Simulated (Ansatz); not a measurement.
Consider the following.

Starting cell, Te (trigonal-Te type, space group P3_121):

```
Te
1.0
    9.04180     0.00000     0.00000
   -2.26045     3.91521     0.00000
    0.00000     0.00000     5.95427
Te
6
Cartesian
  1.21211   0.00000   1.98476
  3.47256   3.91521   1.98476
  8.43574   1.04972   3.96951
  3.91484   1.04972   3.96951
  1.65439   2.86549   0.00000
  6.17529   2.86549   0.00000
```

The atoms are displaced by Q × the pattern below (from a DFPT mode at M = (0.5, 0.0, 0.0), largest move 1; Q in Å), at fixed cell. (q is in reciprocal vectors of the primitive cell; the cell shown is doubled to hold the pattern.)

| atom | x | y | z |
|---|---|---|---|
| Te1 | 0.415 | -0.533 | -0.119 |
| Te2 | -0.415 | 0.533 | 0.119 |
| Te3 | 0.500 | -0.866 | 0.000 |
| Te4 | -0.500 | 0.866 | 0.000 |
| Te5 | -0.254 | 0.626 | -0.119 |
| Te6 | 0.254 | -0.626 | 0.119 |

Method: PBE (plane waves to 420 eV, PAW, scalar-relativistic; Ansatz, a quantum-chemistry and plane-wave program). k mesh 9×9×6 (Γ-centred), Fermi-Dirac smearing 0.05 eV. Energies are smeared free energies. Spin-orbit coupling is left out, though Te is heavy. Te was relaxed with its symmetry unable to fall. The zero of ΔE is the undisplaced structure.

The scan covers Q from -0.100 to 0.100 Å in 13 points.

Task: Is this a single well or a double well?

Result: A single well with its minimum at or next to zero displacement.

Task: Which space group does the distorted structure have?

Result: P2 (No. 3), lowered from P3_121.

Task: What is the energy change at Q = 0.100 Å?

Result: 15.5 meV/cell.

Task: What harmonic wavenumber does the curvature at Q = 0 give?

Result: 41 cm⁻¹.

(For displaced atoms, the force is minus the slope of the energy, and its curvature is a force constant, which sets phonon frequencies.)
